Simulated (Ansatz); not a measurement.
**Pb2O squeezed and stretched**

A database entry relaxed whole under r2SCAN (Pn-3m):

```
CELL_PARAMETERS angstrom
5.41266 0.00000 0.00000
0.00000 5.41266 0.00000
0.00000 0.00000 5.41266
ATOMIC_POSITIONS crystal
Pb 0.25000 0.25000 0.25000
Pb 0.75000 0.75000 0.25000
Pb 0.25000 0.75000 0.75000
Pb 0.75000 0.25000 0.75000
O 0.00000 0.00000 0.00000
O 0.50000 0.50000 0.50000
```

The cell was scaled uniformly, its shape held, and the atoms relaxed at each volume with plane-wave PAW DFT (Ansatz 0.2.0; r2SCAN, 500 eV, 6×6×6 Γ-centred mesh, fermi-dirac occupations of width 0.100 eV; no spin, no spin-orbit coupling). One row is withheld.

| volume (Å³/atom) | energy over the lowest (meV/atom) | pressure (GPa) |
| --- | --- | --- |
| 24.843 | 17.4 | 3.82 |
| 25.372 | ? | ? |
| 25.900 | 1.6 | 1.12 |
| 26.429 | 0.0 | -0.02 |
| 26.958 | 1.9 | -1.05 |
| 27.486 | 7.1 | -1.97 |
| 28.015 | 15.1 | -2.80 |

Problem. Fit the pressures of the other rows to the third-order Birch-Murnaghan form.

Solution. With f = [(V₀/V)^(2/3) − 1]/2 and P = 3B₀f(1 + 2f)^(5/2)[1 + 3(B₀′ − 4)f/2], least squares gives V₀ = 26.42 Å³ an atom, B₀ = 54.2 GPa and B₀′ = 4.4; the rows miss the fit by less than 0.01 GPa. The slope of the energies differs from these pressures by 0.05 GPa, since they are taken to zero smearing while pressures follow the free energy.

Problem. What does the withheld row hold?

Solution. The fit gives 2.40 GPa at 25.372 Å³; the run gave 2.40 GPa and 7.3 meV an atom.

Caveats: the shape of the cell was held; 0 K, fixed nuclei; the symmetry was kept, and this need not be the phase that is stable at 0 K; one mesh for all volumes; pressure is positive in compression.
